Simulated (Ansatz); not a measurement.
SrAg₅: enthalpy against pressure

SrAg₅, P6/mmm, a = 5.678 Å, c = 4.641 Å. The structure is a COD entry; whether it is the stable form wasn't checked. Ansatz: r2SCAN, PAW, 500 eV, Γ-centred 6×6×8 mesh on 6 atoms, Gaussian smearing 0.10 eV; no spin polarisation. Cell and atoms are relaxed at each pressure, and no other structure is tried, so the rows at high pressure may lie past a change of phase. y is the enthalpy over the state at zero pressure; there V0 = 21.600 Å³/atom. The pressures are the targets, met within 0.05 GPa.

| P (GPa) | y (eV/atom) |
| --- | --- |
| -1.0 | -0.1358 |
| 0.0 | 0.0000 |
| 1.0 | 0.1338 |
| 4.0 | 0.5251 |
| 12.0 | 1.5110 |
| 25.0 | ? |
| 50.0 | 5.5789 |
| 90.0 | 9.2970 |

Problem. Fit y = c1 P + c2 P² + c3 P³ to the other rows, say what c1 and c2 mean, and predict the missing value.

Solution. Least squares on the rows shown. y = 0.13212 P − 0.00052432 P² + 2.2679×10⁻⁶ P³. Since dH/dP = V, c1 is V0: 0.13212 eV/GPa × 160.2 = 21.166 Å³ against 21.600; c2 = −V0/(2B0) gives B0 = 126 GPa, where a Birch–Murnaghan fit to the volumes of the same runs (not shown) gives 69 GPa: a cubic over this range folds the higher terms into c2. Above P = −c2/(3 c3) = 77 GPa the cubic's slope, the volume, would rise with pressure, so the form fails there. At P = 25.0 the fit asked for gives 3.0107 eV/atom. The run gave 2.9898 eV/atom, so the fit is 0.0209 eV/atom too high, 0.22 % of the span of the series, against an rms of 0.0028 eV/atom on the fitted rows. With a term in P⁴ added, a fit to the same known rows predicts 2.9806 eV/atom, a smaller miss on the other side. Also, this row ran on the mesh 12×12×8, its neighbour on 6×6×8, which can shift it a little.

The mesh isn't the same in all rows (6×6×8, 12×12×8).